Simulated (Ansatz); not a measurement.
**CaZn$_{2}$Re$_{2}$, a known structure type with other elements, at an estimated volume**

```
Zn Ca Re
1.0
     3.99107    0.00000    0.00000
    -1.99553    3.45636    0.00000
     0.00000    0.00000    6.70779
Zn Ca Re
2 1 2
Direct
  0.33330 0.66670 0.63070
  0.66670 0.33330 0.36930
  0.00000 0.00000 0.00000
  0.33330 0.66670 0.25710
  0.66670 0.33330 0.74290
```

Level: PBEsol, no spin polarisation; 420 eV; 10×10×5 Γ-centred mesh; fermi-dirac occupations (width 0.1 eV); Ansatz 0.2.0, fixed geometry.

Question: Where is the largest force?

Answer: The largest is on Re4 (and as large on other atoms): 0.85 eV/Å, components (0.00, 0.00, -0.85). It makes 108° with the line to a nearest neighbour, Zn2 at 2.42 Å.

Question: What do density and ELF say about some of the short contacts?

Answer: Zn–Re at 2.42 Å: least valence density 0.51 e/Å³ and ELF 0.35 there. Ca–Re at 2.88 Å: least valence density 0.20 e/Å³ and ELF 0.12 there. Ca–Zn at 3.38 Å: least valence density 0.12 e/Å³ and ELF 0.12 there. Both are smooth PAW fields, read partly inside the augmentation spheres.

Question: Is it stable against the elements?

Answer: 1.67 eV an atom against the elements' usual phases (free molecules for gases, crystals otherwise, with no correction for O₂ or N₂), so at this geometry it isn't bound against them. Relaxing would lower it.

Question: Give the Bader charges.

Answer: Bader charges in e: Ca +1.07, Zn -0.01, Re -0.52. In the mean Ca gives up most and Re takes most.

Question: Metal or insulator?

Answer: It is a metal, with about 8.4 states/eV a cell as the mean within 0.25 eV of the Fermi level, mostly Re d (83 %).

Question: Is the cell too large or too small?

Answer: The pressure is 7.1 GPa (compression positive), so with the atoms held at these fractions the cell would first expand; the forces are large, so a full relaxation may end otherwise.

Origin: a known structure type with other elements, at an estimated volume, so it need not be a known compound. Caveats: many states at the Fermi level without spin polarisation, so a magnetic state may lie lower.
